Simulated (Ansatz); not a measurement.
## Generalised stacking fault in Ti5Al2C3

Level of theory: Ansatz, DFT PBEsol, scalar-relativistic, plane waves, PAW. Settings: plane waves to 420 eV, k-mesh 15×15×3 (Γ-centred), Gaussian smearing 0.15 eV. No spin polarisation. Energies are free energies at this smearing, counted from the undisturbed cell; pressure is positive in compression.

The starting cell (relaxed at this level; it needn't be the usual structure):

```
CELL_PARAMETERS angstrom
-3.04559 0.00000 0.00000
-1.52279 -2.63756 0.00000
1.52279 0.87919 16.07240
ATOMIC_POSITIONS crystal
Ti 0.50000 0.50000 0.21720
Ti 0.78462 0.78462 0.07107
Ti 0.69021 0.69021 0.78784
Ti 0.30979 0.30979 0.64656
Ti 0.21538 0.21538 0.36333
Al 0.59609 0.59609 0.50546
Al 0.40391 0.40391 0.92894
C 0.85989 0.85989 0.29688
C 0.14011 0.14011 0.13752
C 0.00000 0.00000 0.71720
```

The cut lies on the cell's a–b face, a (0 0 1) plane (indices in the standard cell, whose axes needn't be the Cartesian ones shown) of area 8.03 Å², between layers 2.28 Å apart. Vector c is tilted by f times 1·a + 1·b (length 5.275 Å) with the atoms' Cartesian places fixed: one unrelaxed fault a cell. The cell is metallic on the mesh throughout.

```
     f  γ (mJ/m²) shear traction, the slope of γ along the slip (GPa)
0.0000          0                                                  0.0
0.0833        222                                                  8.4
0.1667        582                                                  6.3
0.2500        702                                                 -0.5
0.3333        638                                                  0.0
0.4167        878                                                 12.1
0.5000       1716                                                 24.9
0.5833       2849                                                 23.1
0.6667       3427                                                  0.0
0.8333       1392                                                -30.2
```

Cost: 10 runs of about 18 core-minutes in all, on Arm Neoverse V2 (shared hosts).